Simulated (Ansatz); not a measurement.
Relaxed TaRu (space group P4/mmm):

```
TaRu
1.0
    3.00349     0.00000     0.00000
    0.00000     3.00349     0.00000
    0.00000     0.00000     6.72853
Ta Ru
2 2
Direct
  0.50000   0.50000   0.25000
  0.50000   0.50000   0.75000
  0.00000   0.00000   0.00000
  0.00000   0.00000   0.50000
```

A phonon eigenvector at Z = (0.0, 0.0, 0.5) is frozen into this cell: atom i moves by Q times the vector below, so Q is the largest atomic displacement, in Å. The cell is held. (q is in reciprocal vectors of the primitive cell; the cell shown is doubled to hold the pattern.)

| atom | x | y | z |
|---|---|---|---|
| Ru3 | 0.000 | 0.000 | 1.000 |
| Ru4 | 0.000 | 0.000 | -1.000 |

Atoms not listed stay in place.

The numbers are results of LDA (plane waves to 420 eV, PAW, scalar-relativistic; Ansatz, a first-principles code), not measurements. k mesh 15×15×7 (Γ-centred), Fermi-Dirac smearing 0.05 eV. E stands for the smeared free energy. With partly filled bands, energies and forces of such displacements shift with the k mesh and the smearing. Spin-orbit coupling is left out, though Ta is heavy. TaRu is run without spin polarisation. TaRu was relaxed with its symmetry unable to fall. ΔE is measured from the undisplaced structure.

The scan covers Q from -0.176 to 0.176 Å in 13 points.

Task: Is this a single well or a double well?

Result: A double well: the undisplaced structure is a maximum between two minima.

Task: By a smooth curve, how deep is the well, measured from the undisplaced structure?

Result: 7 meV/cell, cell held fixed.

Task: What is the energy change at Q = 0.176 Å?

Result: 84 meV/cell.

Task: By a smooth curve through the points, how far does the most displaced atom move to reach the deepest minimum?

Result: 0.076 Å from zero.

(For displaced atoms, the force is minus the slope of the energy, and its curvature is a force constant, which sets phonon frequencies.)
